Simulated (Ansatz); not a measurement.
The calculation used DFT PBE, scalar-relativistic, plane waves, PAW (Ansatz). Settings: cutoff 420 eV, Γ-centred meshes spaced at most about 0.3 Å⁻¹, and about 0.25 Å⁻¹ or finer for metals (2π included), Gaussian smearing. No spin polarisation in the final relaxations.

Each of these unrelaxed guesses is relaxed in cell and atoms within its symmetry. A guess keeps its type if space group and coordination stay and the shape of the cell changes little (axis ratios within about 15 %, angles within 6°); the volume may change.

1. YZnC4N4

Space group P-43m (No. 215). a = 6.101 Å, b = 6.101 Å, c = 6.101 Å, α = 90.00°, β = 90.00°, γ = 90.00°
| atom | site | symmetry | x | y | z |
| --- | --- | --- | --- | --- | --- |
| Y | 1a | -43m | 0.0000 | 0.0000 | 0.0000 |
| Zn | 1b | -43m | 0.5000 | 0.5000 | 0.5000 |
| C | 4e | .3m | 0.1993 | 0.1993 | 0.1993 |
| N | 4e | .3m | 0.3100 | 0.3100 | 0.3100 |

2. Y3SnI4

Space group P-4m2 (No. 115). a = 5.099 Å, b = 5.099 Å, c = 14.294 Å, α = 90.00°, β = 90.00°, γ = 90.00°
```csv
atom,site,symmetry,x,y,z
Y,2e,2mm.,0.0000,0.0000,0.7540
Y,1c,-4m2,0.5000,0.5000,0.5000
Sn,1b,-4m2,0.5000,0.5000,0.0000
I,2g,2mm.,0.0000,0.5000,0.3727
I,2g,2mm.,0.5000,0.0000,0.1199
```

**Question.** Which keep their type?

**Answer.** Guess 1 keeps its type.

```csv
guess,kept,start group,end group,V start (Å³/atom),V end,"b/a and c/a, end over start",nearest neighbours start,nearest neighbours end
1,yes,P-43m,P-43m,22.7,26.3,"1.00, 1.00","C 1, N 1, Y 4, Zn 4","C 1, N 1, Y 4, Zn 4"
2,no,P-4m2,P-4m2,46.5,36.8,"1.00, 1.96","I 4, Sn 4, Y 4","I 4, Sn 8, Y 4"
```

Neighbours count within 15 % of an atom's shortest distance; end groups are read at 0.02 Å (0.05 Å in metals).

Spin–orbit coupling, which can matter for I, is left out. In Y3SnI4 P-4m2 an odd number of electrons in the primitive cell allows no gap without spin; a larger cell or a magnetic state could open one. A magnetic state wasn't ruled out in cells without spin, among them YZnC4N4 P-43m, Y3SnI4 P-4m2. Cells relaxed within their symmetry can be saddle points.
